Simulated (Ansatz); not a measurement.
A geometry of CsBS2 away from equilibrium: step 3 of the relaxation of a relaxed CsBS2 cell, doubled along one cell vector, shaken by Gaussian noise of σ = 0.08 Å a coordinate. All values below come from r2SCAN (plane waves to 500 eV, PAW, scalar-relativistic; Ansatz, a first-principles code). Γ-centred k-mesh 3×5×5 on the run's cell (coarser than for final values), Fermi–Dirac smearing 0.05 eV.

```xyz
8
Lattice="9.8724 0.0172 -0.0431 -0.0071 3.9682 3.2594 -0.0206 -3.9699 3.2614" Properties=species:S:1:pos:R:3 pbc="T T T"
S      2.4025    -1.0967     4.3345
S      7.3653    -1.0918     4.3213
S      2.3921     1.0683     4.3068
S      7.3832     1.0589     4.2884
Cs    -0.0458     0.0325     0.2755
Cs     4.9262     0.0089     0.2264
B      2.4754    -0.0193     2.7924
B      7.4108    -0.0158     2.8484
```

**Question.** Which atoms carry the largest force, and which way does it point?

**Answer.** 1.43 eV/Å, on B8 (atoms numbered as listed); on B8 its components are (0.01, -0.15, -1.43).

**Question.** What is the pressure?

**Answer.** +0.5 GPa, compression positive.

The relaxed cell holds bonded S–S pairs (2.17 Å). No spin polarisation in the result.

The end of the path is a generated cell of CsBS2: the first start was made by placing the elements on the sites of a structure type, and the end was not matched to a known phase here, so it may be hypothetical.
